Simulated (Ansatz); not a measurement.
SrCd under compression and expansion

```xyz
2
Lattice="4.0030 0.0000 0.0000 0.0000 4.0030 0.0000 0.0000 0.0000 4.0030" Properties=species:S:1:pos:R:3 pbc="T T T"
Sr    2.0015    2.0015    2.0015
Cd    0.0000    0.0000    0.0000
```

The cell is COD entry 2310286, as deposited and not checked against the literature; nothing was relaxed.

Levels of theory: DFT, LDA, all-electron LAPW, scalar-relativistic (Ansatz 0.2.0); DFT, LDA, PAW with Ansatz's default frozen-core files, scalar-relativistic (Ansatz 0.2.0).

For LAPW: a Γ-centred 10×10×10 k mesh, Fermi–Dirac smearing of 0.08 eV, basis error target 0.5 meV/atom, no spin polarisation. PAW takes a cutoff of 420 eV at this cell (files made with PBE, cores remade for this functional). The Ansatz runs share mesh, smearing and spin set-up. Plane-wave (PAW) pressures include the program's estimate of the Pulay term.

The cell above is scaled evenly, with fractional coordinates and shape held.

| V/V(cell) | V (Å³/atom) | P, LAPW (GPa) | P, PAW (GPa) |
| --- | --- | --- | --- |
| 0.9400 | 30.148 | -0.41 | -0.40 |
| 0.9800 | 31.431 | -1.57 | -1.56 |
| 1.0000 | 32.072 | -2.06 | -2.05 |
| 1.0100 | 32.393 | -2.28 | -2.27 |
| 1.0400 | 33.355 | -2.88 | -2.87 |
